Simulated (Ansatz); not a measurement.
Ansatz (a program for electronic structure) input:

Ansatz 0.2 input:
```yaml
crystal:
  lattice:
    - [3.0295704584, 0.0, 0.0]
    - [-1.5147852292, 2.6236849795, 0.0]
    - [0.0, 0.0, 4.6270559114]
  atoms:
    - { symbol: Mo, position: [0.3333333333, 0.6666666667, 0.2493439083] }
    - { symbol: Mo, position: [0.6666666667, 0.3333333333, 0.7506560917] }
    - { symbol: C, position: [0.0, 0.0, 0.5] }
kpoints:
  mp_grid: { grid: [15, 15, 9] }
hamiltonian:
  xc: pbesol
  pseudopotentials: { kind: paw }
scf:
  occupations: { method: fermi_dirac, width: 0.1 }
phonons:
  method: dfpt
  response_accuracy: low
  eigenvectors: true
  rigid_motions: translations
```

Output (shortened):

```
Pseudopotential: Mo, paw, valence charge 14
Pseudopotential: C, paw, valence charge 4
Functional definition: PBEsol
Crystal: 3 atoms, lattice volume = 36.779 Å³
Basis set: ecut = 420 eV, 711 PW (Γ), exchange–correlation on 48×48×64 points (8 copies of the dense FFT grid, shifted against one another)
Bands: 20, of which v1, the nominal top of the filled ones, is band 16 counted from 1 (15 counted from 0)
Symmetry: 12 space group operations
k-points: 544 of 2025 (irreducible under 2 space group operations, time reversal used)
SCF iter   1: F=—  HF=-10042.040259 eV  |F-HF|=—  |Δ(HF+E_count)|=         —  Δρ=9.63e-3  dr2=3.28e-2  ethr=1.77e-3  ⟨swp⟩=5.0  Hψ=111040  notcnv=0
automatic band count: the SCF goes on with 24 bands, as 20 were too few: the levels above may hold too much charge
preconditioner: auto → none
SCF iter   2: F=—  HF=-10042.035590 eV  |F-HF|=—  |Δ(HF+E_count)|=   4.67e-3  Δρ=6.11e-3  dr2=1.50e-2  ethr=1.03e-4  ⟨swp⟩=1.0  Hψ=17408  notcnv=0  defer=13
SCF iter   3: F=—  HF=-10042.032151 eV  |F-HF|=—  |Δ(HF+E_count)|=   3.44e-3  Δρ=6.77e-4  dr2=1.43e-4  ethr=4.69e-5  ⟨swp⟩=2.0  Hψ=14714  notcnv=0  defer=13
SCF iter   4: F=—  HF=-10042.032104 eV  |F-HF|=—  |Δ(HF+E_count)|=   4.72e-5  Δρ=1.73e-4  dr2=1.44e-5  ethr=4.48e-7  ⟨swp⟩=2.9  Hψ=23648  notcnv=0  defer=13
SCF iter   5: F=—  HF=-10042.032102 eV  |F-HF|=—  |Δ(HF+E_count)|=   1.46e-6  Δρ=8.39e-5  dr2=8.14e-6  ethr=4.50e-8  ⟨swp⟩=2.4  Hψ=21027  notcnv=0  defer=13
SCF iter   6: F=—  HF=-10042.032101 eV  |F-HF|=—  |Δ(HF+E_count)|=   1.76e-6  Δρ=2.16e-5  dr2=4.08e-7  ethr=2.55e-8  ⟨swp⟩=2.0  Hψ=15128  notcnv=0  defer=13
SCF iter   7: F=—  HF=-10042.032101 eV  |F-HF|=—  |Δ(HF+E_count)|=   5.74e-8  Δρ=4.10e-6  dr2=1.23e-8  ethr=1.28e-9  ⟨swp⟩=2.0  Hψ=16454  notcnv=0  defer=13
SCF iter   8: F=—  HF=-10042.032101 eV  |F-HF|=—  |Δ(HF+E_count)|=   1.54e-9  Δρ=4.04e-7  dr2=1.10e-10  ethr=3.84e-11  ⟨swp⟩=2.0  Hψ=17267  notcnv=0  defer=13
SCF iter   9: F=-10042.032101 eV  HF=-10042.032101 eV  |F-HF|=7.28e-12  |Δ(HF+E_count)|=  5.46e-12  Δρ=5.54e-8  dr2=8.35e-13  ethr=1.00e-12  ⟨swp⟩=7.1  Hψ=52666  notcnv=0
SCF 1 converged in 9 iterations: F = -10042.032101 eV  dr2 = 8.35e-13
DFPT response loops at Γ: preconditioner auto → Kerker (q_TF=auto, 2.666 Å⁻¹) (partly filled bands, converged f_vac=0.000) …
SCF converged after 9 iterations
Free energy (F): -10042.032101 eV
Harris-Foulkes:  -10042.032101 eV  (|F-HF|=7.28e-12)
Internal energy: -10041.984436 eV  (E = F + TS)
E sigma→0 (E₀):  -10042.008268 eV
Entropy (-TS):   -0.047665 eV (-15.888 meV/atom)
Fermi energy:    20.192127 eV
--- Per-component energies (eV) ---
  E_band       = -103.545634
  E_kinetic    = 973.122561
  E_local      = -1712.210218  (includes V_loc(G=0)·N_el)
  E_nonlocal   = 314.937152
  E_hartree    = 567.460582
  E_xc         = -414.110034
  E_vxc        = -518.403187  (∫ρ·V_xc dr)
  E_paw        = -6382.196809  (= ΣΔE_a)
  E_vpaw       = -295.913152  (= ΣTr[D̂ρ^β])
  E_aug_tail   = 0.000045  (compensation charges beyond the density's cutoff)
  E_ewald      = -3389.427414
  E_core_change = 0.439699  (= ΣΔE_core)
  E_smearing   = -0.047665  (= −TS)
  E_closure    = 0.000000  (closes the sum)
  Σ components = -10042.032101   (vs F -10042.032101, Δ=0.00e0)
  [band-id]    e_kinetic+e_local+e_nonlocal+2·e_hartree+e_vxc+e_vpaw+e_augmentation_tail = -103.545635   (vs E_band -103.545634, Δ=-3.52e-7)
--- Band table (eV; the first three rows and the last of 544) ---
  k-point 0: bands = ["-41.2946", "-41.1174", "-15.9209", "-15.1469", "-15.1469", "-14.9938", "-14.9938", "-14.8393", "7.0566", "12.7989", "15.0971", "15.0971", "17.6867", "18.8017", "18.8961", "18.8961", "19.1367", "19.1367", "20.7349", "20.7349", "22.2197", …
  k-point 1: bands = ["-41.2894", "-41.1228", "-15.8906", "-15.1423", "-15.1423", "-14.9984", "-14.9984", "-14.8736", "7.1040", "12.7752", "15.0561", "15.0561", "17.6519", "18.6811", "18.7595", "18.7595", "19.2850", "19.2850", "20.9124", "20.9124", "22.4492", …
  k-point 2: bands = ["-41.2743", "-41.1383", "-15.8030", "-15.1291", "-15.1291", "-15.0117", "-15.0117", "-14.9713", "7.2279", "12.7060", "14.9602", "14.9602", "17.5618", "18.4453", "18.4750", "18.4750", "19.7084", "19.7084", "21.2681", "21.2681", "22.9711", …
  k-point 543: bands = ["-41.1728", "-41.1057", "-15.6891", "-15.5775", "-15.4365", "-15.3355", "-15.1832", "-15.0577", "8.1519", "13.5318", "14.6106", "15.0394", "16.4226", "16.6907", "17.7994", "20.3635", "21.2629", "21.8739", "22.5792", "23.7985", …
--- Phonons (Γ-DFPT): 4 representative perturbations + reference, on 544 of 2025 k-points (Σ response iterations 10) ---
  ASR residual: 1.021e-3 → 0.000e0 eV/Å²; symmetrization residual: 5.494e-5 eV/Å²
  ASR residual per site (eV/Å²): 1.02e-3 1.02e-3 1.83e-4
  Γ frequencies (cm⁻¹): 0.00 0.00 0.00 191.38 191.38 297.04 622.39 625.84 625.84
  non-analytic LO–TO correction: not included (Born effective charges unavailable; polar crystals: no LO–TO splitting at Γ)
```

Cost: around 2.0 core-minutes (rough) on shared cores.

Space group P-3m1. The workflow started from a Materials Project entry (that database holds measured and hypothetical structures alike); the Crystallography Open Database copy checked does not list it. COD files the formula under space group No. 60, so this cell is another polymorph or a model. Its standing as an ambient phase is unchecked. Symmetry was held in the PBEsol relaxation; of distortions, only those at the zone centre were tested. The run is not spin-polarised. As this level gives no gap, phonon frequencies hold no LO–TO term and depend on the k-mesh and smearing (Fermi–Dirac, 0.1 eV here). Spin–orbit coupling is left out wherever it is not named.

Potentials: the later of the program's two PAW sets.

Ansatz is a plane-wave DFT program.
